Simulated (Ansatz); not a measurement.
Input, command and steps of an Ansatz relaxation.

```yaml
crystal:
  lattice:
    - [5.8685209308, 0.0, 0.0]
    - [-2.9342604654, 5.0822882087, 0.0]
    - [0.0, 0.0, 4.7103935147]
  atoms:
    - { symbol: Hg, position: [0.3333333333, 0.6666666667, 0.25] }
    - { symbol: Hg, position: [0.6666666667, 0.3333333333, 0.75] }
    - { symbol: Mo, position: [0.833, 0.666, 0.25] }
    - { symbol: Mo, position: [0.167, 0.833, 0.75] }
    - { symbol: Mo, position: [0.334, 0.167, 0.25] }
    - { symbol: Mo, position: [0.167, 0.334, 0.75] }
    - { symbol: Mo, position: [0.833, 0.167, 0.25] }
    - { symbol: Mo, position: [0.666, 0.833, 0.75] }
basis:
  ecutwfc: 420
kpoints:
  mp_grid: { grid: [3, 3, 4] }
hamiltonian:
  xc: pbe
scf:
  occupations: { method: gaussian, width: 0.1 }
  lower_state_search: "off"
output:
  forces: true
  stress: true
  eigenvalues: true
relax:
  adjacent_minimum: "off"
  f_tol: 0.04
  max_steps: 70
  cell: { stress_tol: 0.4 }
```

```bash
ansatz run input.yaml --threads 1 --pin off --max-ram 2560MiB --backend cpu --events-out ev --progress --plain --runs-dir out
```

All numbers below come from DFT PBE, scalar-relativistic, plane waves, PAW (Ansatz 0.2.0).

Of 6 frames 6 are shown, positions in Å and forces in eV/Å; the SCF threshold varies from step to step. Steps run on the plane waves of an earlier cell, with a Pulay correction in the pressure. The basis is chosen afresh for the last frame, the zero of the energies, and at times for earlier ones too; energy and pressure step there, also at an unchanged geometry.

```xyz
8
Lattice="5.8685 0.0000 0.0000 -2.9343 5.0823 0.0000 0.0000 0.0000 4.7104" Properties=species:S:1:pos:R:3:forces:R:3 pbc="T T T" step=1 free_energy_over_end_meV_per_atom=147.53 pressure_GPa=-11.39
Hg    0.0000    3.3882    1.1776    0.0000    0.0000    0.0000
Hg    2.9343    1.6941    3.5328    0.0000    0.0000    0.0000
Mo    2.9343    3.3848    1.1776    0.0000    1.6663    0.0000
Mo   -1.4642    4.2335    3.5328   -1.4431    0.8332    0.0000
Mo    1.4701    0.8487    1.1776   -1.4431   -0.8332    0.0000
Mo    0.0000    1.6975    3.5328    0.0000   -1.6663    0.0000
Mo    4.3985    0.8487    1.1776    1.4431   -0.8332    0.0000
Mo    1.4642    4.2335    3.5328    1.4431    0.8332    0.0000
8
Lattice="5.5825 0.0000 0.0000 -2.7912 4.8345 0.0000 0.0000 0.0000 4.6110" Properties=species:S:1:pos:R:3:forces:R:3 pbc="T T T" step=2 free_energy_over_end_meV_per_atom=95.86 pressure_GPa=20.96
Hg    0.0000    3.2230    1.1528    0.0000    0.0000    0.0000
Hg    2.7912    1.6115    3.4583    0.0000    0.0000    0.0000
Mo    2.7912    3.3780    1.1528    0.0000   -1.4780    0.0000
Mo   -1.5298    4.1063    3.4583    1.2800   -0.7390    0.0000
Mo    1.2614    0.7283    1.1528    1.2800    0.7390    0.0000
Mo    0.0000    1.4565    3.4583    0.0000    1.4780    0.0000
Mo    4.3210    0.7283    1.1528   -1.2800    0.7390    0.0000
Mo    1.5298    4.1063    3.4583   -1.2800   -0.7390    0.0000
8
Lattice="5.7930 0.0000 0.0000 -2.8965 5.0169 0.0000 0.0000 0.0000 4.6775" Properties=species:S:1:pos:R:3:forces:R:3 pbc="T T T" step=3 free_energy_over_end_meV_per_atom=11.51 pressure_GPa=-4.00
Hg    0.0000    3.3446    1.1694    0.0000    0.0000    0.0000
Hg    2.8965    1.6723    3.5081    0.0000    0.0000    0.0000
Mo    2.8965    3.4490    1.1694    0.0000    0.6560    0.0000
Mo   -1.5386    4.2329    3.5081   -0.5682    0.3280    0.0000
Mo    1.3579    0.7840    1.1694   -0.5682   -0.3280    0.0000
Mo    0.0000    1.5680    3.5081    0.0000   -0.6560    0.0000
Mo    4.4351    0.7840    1.1694    0.5682   -0.3280    0.0000
Mo    1.5386    4.2329    3.5081    0.5682    0.3280    0.0000
8
Lattice="5.7870 0.0000 0.0000 -2.8935 5.0117 0.0000 0.0000 0.0000 4.6446" Properties=species:S:1:pos:R:3:forces:R:3 pbc="T T T" step=4 free_energy_over_end_meV_per_atom=0.21 pressure_GPa=-0.63
Hg    0.0000    3.3411    1.1612    0.0000    0.0000    0.0000
Hg    2.8935    1.6706    3.4835    0.0000    0.0000    0.0000
Mo    2.8935    3.4746    1.1612    0.0000    0.1359    0.0000
Mo   -1.5624    4.2432    3.4835   -0.1177    0.0680    0.0000
Mo    1.3312    0.7685    1.1612   -0.1177   -0.0680    0.0000
Mo    0.0000    1.5371    3.4835    0.0000   -0.1359    0.0000
Mo    4.4559    0.7685    1.1612    0.1177   -0.0680    0.0000
Mo    1.5624    4.2432    3.4835    0.1177    0.0680    0.0000
8
Lattice="5.7902 0.0000 0.0000 -2.8951 5.0144 0.0000 0.0000 0.0000 4.6351" Properties=species:S:1:pos:R:3:forces:R:3 pbc="T T T" step=5 free_energy_over_end_meV_per_atom=-0.22 pressure_GPa=0.13
Hg    0.0000    3.3430    1.1588    0.0000    0.0000    0.0000
Hg    2.8951    1.6715    3.4763    0.0000    0.0000    0.0000
Mo    2.8951    3.4851    1.1588    0.0000   -0.0181    0.0000
Mo   -1.5706    4.2498    3.4763    0.0157   -0.0090    0.0000
Mo    1.3244    0.7647    1.1588    0.0157    0.0090    0.0000
Mo    0.0000    1.5293    3.4763    0.0000    0.0181    0.0000
Mo    4.4657    0.7647    1.1588   -0.0157    0.0090    0.0000
Mo    1.5706    4.2498    3.4763   -0.0157   -0.0090    0.0000
8
Lattice="5.7902 0.0000 0.0000 -2.8951 5.0144 0.0000 0.0000 0.0000 4.6351" Properties=species:S:1:pos:R:3:forces:R:3 pbc="T T T" step=6 free_energy_over_end_meV_per_atom=0.00 pressure_GPa=0.13
Hg    0.0000    3.3430    1.1588    0.0000    0.0000    0.0000
Hg    2.8951    1.6715    3.4763    0.0000    0.0000    0.0000
Mo    2.8951    3.4851    1.1588    0.0000   -0.0182    0.0000
Mo   -1.5706    4.2498    3.4763    0.0158   -0.0091    0.0000
Mo    1.3244    0.7647    1.1588    0.0158    0.0091    0.0000
Mo    0.0000    1.5293    3.4763    0.0000    0.0182    0.0000
Mo    4.4657    0.7647    1.1588   -0.0158    0.0091    0.0000
Mo    1.5706    4.2498    3.4763   -0.0158   -0.0091    0.0000
```

The start puts this composition into another compound's structure type, which needn't suit it. At the end the space group is P6_3/mmc (tolerance 0.05 Å).

The run took 34 s on 1 thread of Intel(R) Xeon(R) Platinum 8259CL CPU @ 2.50GHz (Skylake/Cascade Lake), on a shared host, peak memory 0.47 GiB.

The k mesh is coarse. Spin–orbit coupling is left out, which can shift energies with elements as heavy as these.